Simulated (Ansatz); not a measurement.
HfO2 (fluorite, space group No. 225), a = b = c = 5.0445 Å, α = β = γ = 90.00°; the cell used has 3 atoms.

Relaxed with PBEsol.

Problem. Decompose the optical modes at the zone centre into irreducible representations, and say which are infrared and Raman allowed.

Solution. Point group m-3m: Γ_opt = T1u + T2g. Infrared: T1u. Raman: T2g.

Problem. Assign frequencies (DFPT, PBEsol in the plane-wave PAW code Ansatz; without the LO–TO term).

Solution. T1u 236, T2g 580 cm⁻¹.

Space group Fm-3m (fluorite). This is a known high-temperature phase of the composition, computed here at zero pressure and temperature. The cell was relaxed with PBEsol under the symmetry of its start. At this level the phase is dynamically unstable (imaginary phonons). No spin polarisation was allowed. Scalar-relativistic: spin–orbit coupling is off unless named, which matters more the heavier the elements.

Potentials: the earlier of the program's two PAW sets. The files were generated under PBE; for other functionals the program regenerates the frozen cores, and for LDA and PBEsol the local potential too.
